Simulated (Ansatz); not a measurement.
A relaxation computed with Ansatz, from input to last step.

```yaml
crystal:
  lattice:
    - [3.1528609535, 0.0, 0.0]
    - [-1.5764304767, 2.7304576803, 0.0]
    - [0.0, 0.0, 15.7066369764]
  atoms:
    - { symbol: Ti, position: [0.3333333333, 0.6666666667, 0.847810608] }
    - { symbol: Ti, position: [0.6666666667, 0.3333333333, 0.347810608] }
    - { symbol: Ti, position: [0.6666666667, 0.3333333333, 0.152189392] }
    - { symbol: Ti, position: [0.3333333333, 0.6666666667, 0.652189392] }
    - { symbol: Ti, position: [0.0, 0.0, 0.0] }
    - { symbol: Ti, position: [0.0, 0.0, 0.5] }
    - { symbol: C, position: [0.6666666667, 0.3333333333, 0.9153083235] }
    - { symbol: C, position: [0.3333333333, 0.6666666667, 0.4153083235] }
    - { symbol: C, position: [0.6666666667, 0.3333333333, 0.5846916765] }
    - { symbol: C, position: [0.3333333333, 0.6666666667, 0.0846916765] }
basis:
  ecutwfc: 500
kpoints:
  mp_grid: { grid: [12, 12, 4] }
hamiltonian:
  xc: r2scan
scf:
  occupations: { method: gaussian, width: 0.1 }
output:
  forces: true
  stress: true
  eigenvalues: true
  write_density: true
  write_potential: true
  elf: true
  volumetric_format: npy
relax:
  adjacent_minimum: "off"
  f_tol: 0.01
  max_steps: 30
  cell: { stress_tol: 0.1, fix: [volume] }
```

```bash
ansatz run input.yaml --threads 2 --pin off --max-ram 5120MiB --backend cpu --events-out ev --progress --plain --runs-dir out
```

Theory: Ansatz 0.2.0, DFT r2SCAN, scalar-relativistic, plane waves, PAW.

The volume is held at 1.1 times that of the relaxed cell.

Of 5 frames 4 are shown, positions in Å and forces in eV/Å; the SCF threshold varies from step to step. Steps run on the plane waves of an earlier cell, with a Pulay correction in the pressure. The basis is chosen afresh for the last frame, the zero of the energies, and at times for earlier ones too; energy and pressure can step there, also at an unchanged geometry. Where two frames share a geometry here, they differ by under 2 meV/atom and 0.3 GPa.

```xyz
10
Lattice="3.1529 0.0000 0.0000 -1.5764 2.7305 0.0000 0.0000 0.0000 15.7066" Properties=species:S:1:pos:R:3:forces:R:3 pbc="T T T" step=1 free_energy_over_end_meV_per_atom=4.01 pressure_GPa=-13.34
Ti    0.0000    1.8203   13.3163    0.0000    0.0000    0.4675
Ti    1.5764    0.9102    5.4629    0.0000    0.0000    0.4675
Ti    1.5764    0.9102    2.3904    0.0000    0.0000   -0.4675
Ti    0.0000    1.8203   10.2437    0.0000    0.0000   -0.4675
Ti    0.0000    0.0000    0.0000    0.0000    0.0000    0.0000
Ti    0.0000    0.0000    7.8533    0.0000    0.0000    0.0000
C     1.5764    0.9102   14.3764    0.0000    0.0000   -0.0970
C     0.0000    1.8203    6.5231    0.0000    0.0000   -0.0970
C     1.5764    0.9102    9.1835    0.0000    0.0000    0.0970
C     0.0000    1.8203    1.3302    0.0000    0.0000    0.0970
10
Lattice="3.1376 0.0000 0.0000 -1.5688 2.7173 0.0000 0.0000 0.0000 15.8594" Properties=species:S:1:pos:R:3:forces:R:3 pbc="T T T" step=2 free_energy_over_end_meV_per_atom=1.39 pressure_GPa=-9.55
Ti    0.0000    1.8115   13.5127    0.0000    0.0000   -0.1192
Ti    1.5688    0.9058    5.5830    0.0000    0.0000   -0.1192
Ti    1.5688    0.9058    2.3467    0.0000    0.0000    0.1192
Ti    0.0000    1.8115   10.2764    0.0000    0.0000    0.1192
Ti    0.0000    0.0000    0.0000    0.0000    0.0000    0.0000
Ti    0.0000    0.0000    7.9297    0.0000    0.0000    0.0000
C     1.5688    0.9058   14.5533    0.0000    0.0000   -0.1861
C     0.0000    1.8115    6.6236    0.0000    0.0000   -0.1861
C     1.5688    0.9058    9.2358    0.0000    0.0000    0.1861
C     0.0000    1.8115    1.3061    0.0000    0.0000    0.1861
10
Lattice="3.1430 0.0000 0.0000 -1.5715 2.7219 0.0000 0.0000 0.0000 15.8052" Properties=species:S:1:pos:R:3:forces:R:3 pbc="T T T" step=3 free_energy_over_end_meV_per_atom=0.10 pressure_GPa=-10.83
Ti    0.0000    1.8146   13.4441    0.0000    0.0000    0.0444
Ti    1.5715    0.9073    5.5415    0.0000    0.0000    0.0444
Ti    1.5715    0.9073    2.3611    0.0000    0.0000   -0.0444
Ti    0.0000    1.8146   10.2637    0.0000    0.0000   -0.0444
Ti    0.0000    0.0000    0.0000    0.0000    0.0000    0.0000
Ti    0.0000    0.0000    7.9026    0.0000    0.0000    0.0000
C     1.5715    0.9073   14.4866    0.0000    0.0000   -0.0879
C     0.0000    1.8146    6.5841    0.0000    0.0000   -0.0879
C     1.5715    0.9073    9.2211    0.0000    0.0000    0.0879
C     0.0000    1.8146    1.3185    0.0000    0.0000    0.0879
10
Lattice="3.1439 0.0000 0.0000 -1.5720 2.7227 0.0000 0.0000 0.0000 15.7961" Properties=species:S:1:pos:R:3:forces:R:3 pbc="T T T" step=5 free_energy_over_end_meV_per_atom=0.00 pressure_GPa=-10.73
Ti    0.0000    1.8151   13.4369    0.0000    0.0000   -0.0052
Ti    1.5720    0.9076    5.5388    0.0000    0.0000   -0.0052
Ti    1.5720    0.9076    2.3592    0.0000    0.0000    0.0052
Ti    0.0000    1.8151   10.2572    0.0000    0.0000    0.0052
Ti    0.0000    0.0000    0.0000    0.0000    0.0000    0.0000
Ti    0.0000    0.0000    7.8980    0.0000    0.0000    0.0000
C     1.5720    0.9076   14.4725    0.0000    0.0000    0.0020
C     0.0000    1.8151    6.5745    0.0000    0.0000    0.0020
C     1.5720    0.9076    9.2216    0.0000    0.0000   -0.0020
C     0.0000    1.8151    1.3235    0.0000    0.0000   -0.0020
```

It took 2.1 min on 2 threads of Arm Neoverse V2 (shared host), peak memory 0.99 GiB.